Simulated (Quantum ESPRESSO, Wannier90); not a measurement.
# Tl (bcc (W type), model phase): Wannier90 run

```yaml
crystal:
  lattice:
    - [-1.95599, 1.95599, 1.95599]
    - [1.95599, -1.95599, 1.95599]
    - [1.95599, 1.95599, -1.95599]
  atoms:
    - { symbol: Tl, position: [0.00000, 0.00000, 0.00000] }
```

Cell from Materials Project (mp-39), symmetrised, no further relaxation. This isn't the element's usual structure (hcp); take it as a model of another phase. Computed values, not measurements, from PBEsol: Quantum ESPRESSO (norm-conserving PseudoDojo potentials, cutoff 50 Ry, no spin polarisation, no spin-orbit coupling) on a Γ-centred 12×12×12 mesh, then Wannier90. Density: 16×16×16 mesh, cold smearing 0.01 Ry. Spin-orbit coupling is left out although heavy elements are present.

Base run: 4 functions from bands 6-15 of the 15 computed, start hydrogen-like Tl: s;p, centres 0.05 Å off the atoms, frozen window up to 1.50 eV relative to the Fermi level, outer window open. Its settings: num_cg_steps = 5, trial_step = 2 and dis_mix_ratio = 0.5 (the program's defaults), conv_tol = 1.0e-6 over 4 steps, num_iter = 1000, dis_conv_tol = 1.0e-6, dis_num_iter = 1000. One of them is changed at a time.

```
run                  disentanglement steps  localisation steps  Ω_I (Å²)  Ω_total (Å²)      ended
-------------------  ---------------------  ------------------  --------  ------------  ---------
base                                   152                 127     6.868         8.663  converged
conv_tol = 1.0e-10                     152                 223     6.868         8.663  converged
trial_step = 10.0                      152                 122     6.868         8.663  converged
dis_mix_ratio = 0.2                    415                 122     6.868         8.663  converged
```
